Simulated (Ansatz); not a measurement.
A relaxed cell of Be2SbCl is given with its symmetry left out. The cell was found from a structure generator's guess, not taken from experiment.

These are results of Ansatz, DFT PBE, scalar-relativistic, plane waves, PAW, not measurements. Cutoff 420 eV, Γ-centred mesh, Gaussian smearing, no spin polarisation.

```
Be Sb Cl
1.0
     2.36787   -2.57229    0.00000
     2.36787    2.57229    0.00000
     0.00000    0.00000    6.67212
Be Sb Cl
2 1 1
Direct
  0.50000 0.50000 0.65063
  0.50000 0.50000 0.34937
  0.50000 0.50000 0.00000
  0.00000 0.00000 0.50000
```

Energies over the elements count from the elements' standard structures at the same level (Cl₂ as a molecule), with no fitted energy shifts.

Question: What space group does it have?

Answer: Cmmm (No. 65). Conventional cell: a = 4.736 Å, b = 5.145 Å, c = 6.672 Å. Be has 1 Be at 2.01 Å, 1 Sb at 2.33 Å, 2 Cl at 2.57 Å and 2 Cl at 2.76 Å; around Sb lie 2 Be at 2.33 Å; around Cl lie 4 Be at 2.57 Å and 4 Be at 2.76 Å.

Question: How far does it lie from the elements in energy?

Answer: +0.47 eV/atom. The separate elements lie lower, so it is unstable against them.

Question: Is it a metal?

Answer: Yes, bands cross the Fermi level on the 14×14×8 mesh.

The last run used a 14×14×8 mesh (in the run's order of axes) for its 4-atom cell and Gaussian smearing of 0.10 eV. Spin–orbit coupling, which can matter for Sb, is left out. Symmetry constrained the relaxation, so the result can be a saddle point.
